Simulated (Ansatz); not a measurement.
Take a crystal in which Ba has been replaced by Be on all its sites, with the cell rescaled by a rough guess (in some cases also distorted within its space group) and nothing relaxed:

```
CELL_PARAMETERS angstrom
2.81131 0.00000 0.00000
-1.40565 2.43466 0.00000
0.00000 0.00000 2.59087
ATOMIC_POSITIONS crystal
Be 0.00000 0.00000 0.00000
```

Theory: Ansatz, DFT PBEsol, scalar-relativistic, plane waves, PAW.

Cutoff 420 eV; k points 18×18×16 on the computed 1-atom cell (Γ-centred); Gaussian smearing, width 0.10 eV; no spin polarisation.

Question: Will this cell want to expand or contract, and how hard?

Answer: The pressure is -19.0 GPa (positive in compression), so the cell would contract.

Question: Is it a metal on this mesh?

Answer: Yes, a band crosses the Fermi level.

This form isn't the element's structure at ambient conditions.